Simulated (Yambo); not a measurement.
Material: BaHI (space group P4/nmm, No. 129); a = 4.776 Å, b = 4.776 Å, c = 7.800 Å, α = 90.00°, β = 90.00°, γ = 90.00° (6 atoms in the cell). The geometry is that of Materials Project entry mp-23862, symmetrised and not relaxed again.

With norm-conserving PBEsol (Quantum ESPRESSO, 72 Ry, with spin-orbit coupling), the gap between the mesh's edge points (Z → Z) is 2.550 eV.

What does a G0W0 run in Yambo give for it (2×2×2 Γ-centred k mesh, 358 bands and a 6 Ry block in the screening, 358 bands in G with the Bruneval-Gonze terminator, plasmon pole fitted at 27.2 eV)?

The correction is 1.412 eV, giving 3.963 eV, 1.6 times the PBEsol value.  Nearest settings tried, and what they do to the gap: 228 bands in W, 228 bands in G: -12 meV; 5 Ry block (223 vectors against 311): -64 meV. Not varied: mesh. So the settings aren't converged at that level. The k mesh is coarse.
